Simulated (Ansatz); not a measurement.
MoW (rock salt, space group No. 225) at seven volumes, PBEsol (plane waves, PAW; program Ansatz), scaled uniformly. One row is withheld.

| V (Å³/atom) | P (GPa) |
|---|---|
| 15.810 | 25.24 |
| 16.331 | 15.47 |
| 16.852 | ? |
| 17.373 | 0.00 |
| 17.895 | -6.08 |
| 18.416 | -11.28 |
| 18.937 | -15.73 |

**Question.** Fit the shown pressures and predict the withheld one.

**Answer.** Third-order Birch–Murnaghan: P = (3/2)B₀(x^(7/2) − x^(5/2))[1 + (3/4)(B′ − 4)(x − 1)] with x = (V₀/V)^(2/3). Least squares on the six rows gives V₀ = 17.374 Å³/atom, B₀ = 219.1 GPa, B′ = 4.24. At V = 16.852, x = 1.0205 and P = 7.13 GPa. The run itself gave 7.12 GPa.

Space group Fm-3m (rock salt). The start of the workflow was typed in or built on a structure type; neither database checked (COD, Materials Project) lists it. Whether it is the stable phase at ambient conditions was not checked. Symmetry was held in the PBEsol relaxation. At this level the phase is mechanically unstable. No spin polarisation was allowed. Its formation energy is positive at this level, so the cell may be metastable or incomplete. Scalar-relativistic: spin–orbit coupling is off unless named, which matters more the heavier the elements.

Potentials: the earlier of the program's two PAW sets. The files were generated under PBE; for other functionals the program regenerates the frozen cores, and for LDA and PBEsol the local potential too.
